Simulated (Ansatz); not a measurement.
Relaxed-ion elastic tensor of GePd₂ in space group P-62m (No. 189; Ge on 2c, Ge on 1b, Pd on 3g, Pd on 3f) in GPa (Voigt order), PBEsol (plane waves, PAW; program Ansatz); density 10.74 g/cm³, 14.71 Å³ per atom.

```
 243   155   170   0.0   0.0   0.0
 155   243   170   0.0   0.0   0.0
 170   170   174   0.0   0.0   0.0
 0.0   0.0   0.0  88.7   0.0   0.0
 0.0   0.0   0.0   0.0  88.7   0.0
 0.0   0.0   0.0   0.0   0.0  44.1
```

Problem. Is the crystal mechanically stable?

Solution. Yes: the smallest eigenvalue of C is 21.4 GPa.

Problem. Work out the Voigt, Reuss and Hill averages.

Solution. K_V = 183, K_R = 174, K_H = 178; G_V = 55.4, G_R = 31.0, G_H = 43.2 GPa.

Problem. Give Young's modulus, Poisson's ratio, Pugh's ratio and the universal anisotropy index.

Solution. E = 9KG/(3K + G) = 120 GPa; ν = 0.39; K/G = 4.13 (ductile by the Pugh limit of 1.75); A_U = 5G_V/G_R + K_V/K_R − 6 = 3.98.

Problem. Estimate the sound speeds and the Debye temperature.

Solution. v_l = √((K + 4G/3)/ρ) = 4690 m/s, v_t = √(G/ρ) = 2010 m/s, mean 2270 m/s; Θ = (h/k)(3n/4πV)^(1/3) v_m = 275 K.

Problem. How much does each axis shrink under pressure?

Solution. Linear compressibilities β_i = Σ_j S_ij (j = 1 to 3): x 0.38, y 0.38, z 5.0 per TPa.

The workflow started from a Materials Project entry (that database holds measured and hypothetical structures alike); the Crystallography Open Database copy checked does not list it. Whether it is the stable phase at ambient conditions was not checked. Symmetry was held in the PBEsol relaxation; whether a distortion lowers the energy is not shown. The run is not spin-polarised. As this level gives no gap, shear constants depend on the k-mesh and smearing (Fermi–Dirac, 0.1 eV here).

Potentials: the later of the program's two PAW sets.
